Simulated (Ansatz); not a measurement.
Input, command and steps of an Ansatz relaxation.

```yaml
crystal:
  lattice:
    - [1.4021288975, 0.8095194964, 6.9742947559]
    - [-1.4021288975, 0.8095194964, 6.9742947559]
    - [0.0, -1.6190389929, 6.9742947559]
  atoms:
    - { symbol: Ni, position: [0.0, 0.0, 0.0] }
    - { symbol: O, position: [0.621211, 0.621211, 0.621211] }
    - { symbol: O, position: [0.378789, 0.378789, 0.378789] }
basis:
  ecutwfc: 500
kpoints:
  mp_grid: { grid: [6, 6, 6] }
hamiltonian:
  xc: r2scan
scf:
  occupations: { method: gaussian, width: 0.1 }
  lower_state_search: "off"
output:
  forces: true
  stress: true
  eigenvalues: true
relax:
  adjacent_minimum: "off"
  f_tol: 0.04
  max_steps: 70
  cell: { stress_tol: 0.4 }
```

```bash
ansatz run input.yaml --threads 1 --pin off --max-ram 2560MiB --backend cpu --events-out ev --progress --plain --runs-dir out
```

Method: Ansatz, DFT r2SCAN, scalar-relativistic, plane waves, PAW.

Of 4 frames 4 are shown, positions in Å and forces in eV/Å; the SCF threshold varies from step to step. Steps run on the plane waves of an earlier cell, with a Pulay correction in the pressure. The basis is chosen afresh for the last frame, the zero of the energies, and at times for earlier ones too; energy and pressure step there, also at an unchanged geometry. Spin polarisation was left out; whether the Ni atoms would carry moments isn't shown by this run.

```xyz
3
Lattice="1.4021 0.8095 6.9743 -1.4021 0.8095 6.9743 0.0000 -1.6190 6.9743" Properties=species:S:1:pos:R:3:forces:R:3 pbc="T T T" step=1 free_energy_over_end_meV_per_atom=7.19 pressure_GPa=-4.32
Ni    0.0000    0.0000    0.0000    0.0000    0.0000    0.0000
O     0.0000    0.0000   12.9975    0.0000    0.0000    0.4690
O     0.0000    0.0000    7.9254    0.0000    0.0000   -0.4690
3
Lattice="1.3946 0.8052 6.9694 -1.3946 0.8052 6.9694 0.0000 -1.6104 6.9694" Properties=species:S:1:pos:R:3:forces:R:3 pbc="T T T" step=2 free_energy_over_end_meV_per_atom=2.08 pressure_GPa=-2.46
Ni    0.0000    0.0000    0.0000    0.0000    0.0000    0.0000
O     0.0000    0.0000   12.9914    0.0000    0.0000    0.2804
O     0.0000    0.0000    7.9169    0.0000    0.0000   -0.2804
3
Lattice="1.3859 0.8002 6.9596 -1.3859 0.8002 6.9596 0.0000 -1.6003 6.9596" Properties=species:S:1:pos:R:3:forces:R:3 pbc="T T T" step=3 free_energy_over_end_meV_per_atom=-0.28 pressure_GPa=0.14
Ni    0.0000    0.0000    0.0000    0.0000    0.0000    0.0000
O     0.0000    0.0000   12.9786    0.0000    0.0000   -0.0075
O     0.0000    0.0000    7.9002    0.0000    0.0000    0.0075
3
Lattice="1.3859 0.8002 6.9596 -1.3859 0.8002 6.9596 0.0000 -1.6003 6.9596" Properties=species:S:1:pos:R:3:forces:R:3 pbc="T T T" step=4 free_energy_over_end_meV_per_atom=0.00 pressure_GPa=0.15
Ni    0.0000    0.0000    0.0000    0.0000    0.0000    0.0000
O     0.0000    0.0000   12.9786    0.0000    0.0000   -0.0081
O     0.0000    0.0000    7.9002    0.0000    0.0000    0.0081
```

Time: 46 s on 1 thread of Arm Neoverse N1, on a shared host, peak memory 0.47 GiB.

The k mesh is coarse. The cell holds layers, and r2SCAN describes their binding at middle range but leaves out its long-range dispersion part.